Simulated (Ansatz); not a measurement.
The elements of this relaxed trial crystal are hidden behind letters.

```
lattice vectors (Å)
   3.0881    0.0000    0.0000
  -1.5441    2.6744    0.0000
   0.0000    0.0000    8.7301
fractional positions
X 0.6667 0.3333 0.5000
X 0.3333 0.6667 0.2447
X 0.3333 0.6667 0.7553
Z 0.6667 0.3333 0.0000
```

All numbers below come from DFT PBE, scalar-relativistic, plane waves, PAW (Ansatz). The final run on the 4-atom cell used 420 eV, a Γ-centred 18×18×6 mesh, 0.10 eV smearing and no spin polarisation.

* Space group: P-6m2 (No. 187)
* Conventional cell: a = 3.088 Å, c = 8.730 Å
* Volume per atom: 18.03 Å³
* Density: 2.68 g/cm³
* Formation energy: −0.06 eV/atom
* Gap on the 18×18×6 mesh of the 4-atom cell: 0 eV (a metal)

Energies are uncorrected and count from the elements' standard states at the same level.

Problem. X is a p-block element of period 3 and Z is a p-block element of period 3. Which elements are they?

Solution. X = Al, Z = Cl, so the formula is Al3Cl. Density times volume gives a mean mass of 2.68 × 18.03/1.6605 = 29.1 u per atom, and this set has 29.1 u. Al on a site of symmetry -6m2 has 6 Al at 2.85 Å and 6 Al at 3.09 Å; Al on a site of symmetry 3m has 3 Cl at 2.78 Å, 3 Al at 2.85 Å and 6 Al at 3.09 Å; around Cl lie 6 Al at 2.78 Å and 6 Cl at 3.09 Å. Other sets within the hints have nearly the same mass, so mass alone doesn't settle it; this one was computed.

A structure relaxed within its symmetry needn't be a true minimum.
